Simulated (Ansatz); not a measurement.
Starting cell, BN (wurtzite):

```xyz
4
Lattice="2.5545 0.0000 0.0000 -1.2773 2.2123 0.0000 0.0000 0.0000 4.2246" Properties=species:S:1:pos:R:3 pbc="T T T"
B      1.2773     0.7374     4.2242
B      0.0000     1.4749     2.1119
N      1.2773     0.7374     2.6416
N      0.0000     1.4749     0.5293
```

Scan: atom 1 (B, nearest neighbour N at 1.567 Å; its periodic images, 2.6 Å or more away, move with it) is displaced along Cartesian x, direction (1.000, 0.000, 0.000) in Cartesian axes, by s. The other atoms stay.

Computed with PBE (plane waves to 420 eV, PAW, scalar-relativistic; Ansatz, a program for electronic structure). k mesh 12×12×6 (Γ-centred), Fermi-Dirac smearing 0.05 eV. Energies are smeared free energies. F⊥ is the part of the force across the line. BN was relaxed with its symmetry unable to fall. The zero of ΔE is the undisplaced structure.

Task: Predict the ΔE (meV/cell) and |F⊥| (eV/Å) at s (Å) = -0.470, -0.376, -0.188, 0.188, 0.282, 0.376.

Result: 
```
s (Å)   ΔE (meV/cell)  |F⊥| (eV/Å)
------  -------------  -----------
-0.470           2701       10.392
-0.376           1723        6.409
-0.188            431        1.531
0.188             431        1.531
0.282             969        3.510
0.376            1723        6.409
```

(For displaced atoms, the force is minus the slope of the energy, and its curvature is a force constant, which sets phonon frequencies.)
